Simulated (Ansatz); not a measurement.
## Property card for B

B:
```yaml
crystal:
  lattice:
    - [0.00000, 2.02543, 2.02543]
    - [2.02543, 0.00000, 2.02543]
    - [2.02543, 2.02543, 0.00000]
  atoms:
    - { symbol: B, position: [0.00000, 0.00000, 0.00000] }
    - { symbol: B, position: [0.25000, 0.25000, 0.25000] }
```

Space group Fd-3m (No. 227), diamond; conventional cell a = 4.0509 Å, b = 4.0509 Å, c = 4.0509 Å, α = 90.00°, β = 90.00°, γ = 90.00°.

Method: the program Ansatz at the PBE level (PAW). The cell and atoms are relaxed at this level. Other levels are named where they apply.

Cell and energy:

| Item | Result |
|---|---|
| Volume per atom | 8.31 Å³ |
| Density | 2.16 g/cm³ |

Electronic structure:

| Quantity | Value |
|---|---|
| Electronic character | metallic (no gap) |
| Density of states at the Fermi level | 0.44 states/eV per atom (mean over ±0.08 eV) |

Mechanics:

| Quantity | Result |
|---|---|
| Bulk modulus (Birch–Murnaghan fit) | 177 GPa |
| Pressure derivative B′ | 3.6 |

The start of the workflow was typed in or built on a structure type; neither database checked (COD, Materials Project) lists it. It is not the phase usual at ambient conditions (space group No. 166). The PBE relaxation kept the symmetry of its start; its stability against distortions is not shown here.

Potentials: the earlier of the program's two PAW sets.
